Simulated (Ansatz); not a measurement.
**Ni3Pt (Pm-3m): majority and minority states**

The source of the geometry is a structure from the Materials Project; atoms and cell stay fixed.

Functional, mesh and filling: LDA, 9×9×9 k mesh, Fermi–Dirac smearing of 0.05 eV. LAPW is all-electron LAPW in Ansatz 0.2.0. Site moments are integrated in spheres about the atoms.

The run was typed so:

```yaml
crystal:
  lattice:
    - [3.62456679, 0.0, 0.0]
    - [0.0, 3.62456679, 0.0]
    - [0.0, 0.0, 3.62456679]
  atoms:
    - { symbol: Ni, position: [0.5, 0.0, 0.5], spin: 0.7 }
    - { symbol: Ni, position: [0.0, 0.5, 0.5], spin: 0.7 }
    - { symbol: Ni, position: [0.5, 0.5, 0.0], spin: 0.7 }
    - { symbol: Pt, position: [0.0, 0.0, 0.0], spin: 0.3 }
magnetization:
  spin_polarized: true
kpoints:
  mp_grid: { grid: [9, 9, 9] }
scf:
  occupations: { method: fermi_dirac, width: 0.05 }
  lower_state_search: "off"
hamiltonian:
  xc: lda
  pseudopotentials: { kind: all_electron, lapw: { basis_error: 0.001 } }
output:
  forces: true
  stress: true
  eigenvalues: false
  populations: true
  dos: { projected: true, de: 0.1, e_range: [-8, 5] }
```

Command: `ansatz run input.yaml --threads 2 --pin off --max-ram 6144MiB --backend cpu --events-out ev --progress --plain --runs-dir out`

Problem. Give the density of states by spin, smoothed by a Gaussian of 0.15 eV.

Solution. 
```
E − E_F (eV)  majority (states/eV/cell)  minority (states/eV/cell)
       -7.00                       0.37                       0.36
       -6.60                       0.38                       0.36
       -6.20                       0.55                       0.40
       -5.80                       1.60                       0.94
       -5.40                       2.24                       2.33
       -5.00                       1.93                       1.53
       -4.60                       3.40                       2.06
       -4.20                       2.62                       3.49
       -3.80                       2.01                       2.12
       -3.40                       1.29                       1.79
       -3.00                       3.57                       0.95
       -2.60                       5.32                       2.54
       -2.20                       4.89                       4.62
       -1.80                       4.35                       5.30
       -1.40                       4.75                       4.23
       -1.00                       4.64                       4.36
       -0.60                       5.19                       4.34
       -0.20                       2.45                       4.78
        0.20                       0.79                       4.65
        0.60                       0.83                       1.37
        1.00                       0.43                       0.93
        1.40                       0.38                       0.56
        1.80                       0.42                       0.40
        2.20                       0.55                       0.44
        2.60                       0.56                       0.59
        3.00                       0.55                       0.58
        3.40                       0.52                       0.56
        3.80                       0.46                       0.52
        4.20                       0.40                       0.45
```
Site moments (μB): Ni1 0.66, Ni2 0.66, Ni3 0.66, Pt4 0.33. Cell moment 2.26 μB.

Löwdin populations of d and f shells (filled inner shells left out):

| shell | up | down |
| --- | --- | --- |
| Ni1 3d | 4.73 | 4.06 |
| Ni2 3d | 4.73 | 4.06 |
| Ni3 3d | 4.73 | 4.06 |
| Pt4 5d | 4.68 | 4.32 |

The Ansatz runs typed with the search for lower states off end where their start leads. Spin–orbit coupling is left out although heavy atoms are present. The magnetic state is the one that this cell and start allow. It needn't be the compound's measured order, which may need a larger cell or be absent.
